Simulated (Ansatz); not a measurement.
CoTe₂:
```xyz
6
Lattice="5.2638 0.0000 0.0000 0.0000 6.1874 0.0000 0.0000 0.0000 3.8599" Properties=species:S:1:pos:R:3 pbc="T T T"
Co     0.0000     0.0000     0.0000
Co     2.6319     3.0937     1.9300
Te     1.2074     2.2311     0.0000
Te     1.4245     5.3248     1.9300
Te     4.0564     3.9563     0.0000
Te     3.8393     0.8626     1.9300
```

Relaxed with PBEsol.

### Question
Map the valence electron density (e/Å³), cut off at 2 on the plane through (0.000, 0.000, 0.000) spanned by u = [1, 0, 0] and v = [0, 1, 0] in lattice vectors, from PBEsol (plane waves, PAW; program Ansatz).

### Answer
x is the fraction of u, y of v (the angle between them is 90°; rows are the nearest grid lines); atoms in the plane: Co at (0.00, 0.00), Te at (0.23, 0.36), Te at (0.77, 0.64).
```
|@@@@+.               .+@@@@|
|@@@@=.               .=@@@@|
|@@%-..               .:-#@@|
|+=-..               ...:-=+|
|:...              ....:::::|
|.               .:-=+=--:..|
|.              .:-#@@@%=:..|
|.             ..-#@@@@@%-:.|
|.             .:+@@@@@@@+:.|
|.             .:=@@@@@@@+:.|
|..            .:-@@@@@@@=:.|
|...::::::..    ..:=*#*=-:..|
|..:-=*#*=:..    ..::::::...|
|.:=@@@@@@@-:.            ..|
|.:+@@@@@@@=:.             .|
|.:+@@@@@@@+:.             .|
|.:-%@@@@@#-..             .|
|..:=%@@@#-:.              .|
|..:--=+=-:.               .|
|:::::....              ...:|
|+=-:...               ..-=+|
|@@#-:.               ..-%@@|
|@@@@=.               .=@@@@|
|@@@@+.               .+@@@@|
```
Scale: ten equal steps from 0.033 (start of ' ') to 2.00 (end of '@'), in the order ' .:-=+*#%@'; x runs from 0.000 to 1.00, y from 0.000 (bottom) to 1.00 (top).

The density is the valence pseudo-density with augmentation charge, so density and ELF within about 1 Å of a nucleus are not all-electron values.

Space group Pnnm. The workflow started from an entry of the Crystallography Open Database (COD). Whether it is the stable phase at ambient conditions was not checked. The cell was relaxed with PBEsol under the symmetry of its start; its stability against distortions is not shown here. The workflow began spin-polarised and lost its moments. Scalar-relativistic: spin–orbit coupling is off unless named, which matters more the heavier the elements.

Potentials: the later of the program's two PAW sets.
